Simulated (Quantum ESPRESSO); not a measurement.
Kohn-Sham bands of SrTiO3 (cubic perovskite)

```yaml
crystal:
  lattice:
    - [3.91270, 0.00000, 0.00000]
    - [0.00000, 3.91270, 0.00000]
    - [0.00000, 0.00000, 3.91270]
  atoms:
    - { symbol: Sr, position: [0.00000, 0.00000, 0.00000] }
    - { symbol: Ti, position: [0.50000, 0.50000, 0.50000] }
    - { symbol: O, position: [0.50000, 0.00000, 0.50000] }
    - { symbol: O, position: [0.00000, 0.50000, 0.50000] }
    - { symbol: O, position: [0.50000, 0.50000, 0.00000] }
```

Materials Project entry mp-5229; symmetrised, unrelaxed at this level. COD (Crystallography Open Database) records the formula in this space group. Ideal cubic forms of this type are often high-temperature phases that distort on cooling; symmetry holds the cell here, and its stability was not tested. Computed values, not measurements, from PBEsol: Quantum ESPRESSO (norm-conserving PseudoDojo potentials, cutoff 68 Ry, spinors with spin-orbit coupling) on a Γ-centred 6×6×6 mesh, then Wannier90. Density: 8×8×8 mesh, cold smearing 0.01 Ry.

Q: List the Kohn-Sham levels between −8 and 4.8 eV relative to the valence-band maximum at the high-symmetry points, as a band run of pw.x on that density gives them (levels within 2 meV counted together).

A: 
| point | k (reciprocal lattice) | levels (eV) |
|---|---|---|
| Γ | 0.000 0.000 0.000 | -2.91 (×2), -2.82 (×4), -1.19 (×4), -1.17 (×2), -0.41 (×2), -0.35 (×4), 1.83 (×4), 1.86 (×2), 4.38 (×4) |
| X | 0.000 0.500 0.000 | -4.34 (×2), -2.87 (×2), -2.86 (×2), -2.51 (×2), -2.39 (×2), -2.35 (×2), -2.00 (×2), -0.76 (×2), -0.73 (×2), 2.01 (×2), 3.79 (×2), 3.81 (×2), 4.39 (×2) |
| M | 0.500 0.500 0.000 | -4.68 (×2), -4.56 (×2), -4.19 (×2), -2.87 (×4), -1.76 (×2), -1.59 (×2), -1.57 (×2), -0.09 (×2), 3.80 (×2), 3.82 (×2), 4.27 (×2) |
| R | 0.500 0.500 0.500 | -4.68 (×2), -4.17 (×4), -3.82 (×2), -3.71 (×4), -0.02 (×2), 0.00 (×4), 4.48 (×4), 4.51 (×2) |
